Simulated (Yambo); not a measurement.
NH4I (space group P4/nmm, No. 129), G0W0@PBEsol in Yambo with this input:

```
rim_cut
gw0
dyson
el_el_corr
HF_and_locXC
ppa
em1d
RandQpts= 1000000
RandGvec= 1 Ry
EXXRLvcs= 84 Ry
VXCRLvcs= 336 Ry
Chimod= "HARTREE"
% BndsRnXp
 1 | 227 |
%
NGsBlkXp= 7 Ry
% LongDrXp
 1.0 | 1.0 | 1.0 |
%
PPAPntXp= 27.2114 eV
% GbndRnge
 1 | 227 |
%
GTermKind= "BG"
DysSolver= "n"
ExtendOut
```

On a 2×2×2 mesh, with wavefunctions cut at 84 Ry, the gap (Γ → Γ) is 5.580 eV and the valence edge shifts by -1.367 eV.

Problem. What happens with this change: 3 Ry block?

Solution. The gap falls by 0.274 eV, to 5.306 eV; the shift of the valence edge becomes -1.117 eV. Neither run is shown to be the converged limit.

Spin-orbit coupling is not included.

Geometry of the Materials Project entry, not relaxed at this level; primitive cell a = b = 6.149 Å, c = 4.414 Å, α = β = γ = 90.00°.

The structure is a Materials Project entry; no match was found in the copy of COD used, and its stability was not checked.

A shift is the quasiparticle energy of the state minus its PBEsol energy.

The distance between layers or molecules is the database entry's, not relaxed here. Functionals without dispersion can leave it too large, which widens gaps and weakens the response across layers: the numbers belong to this cell.
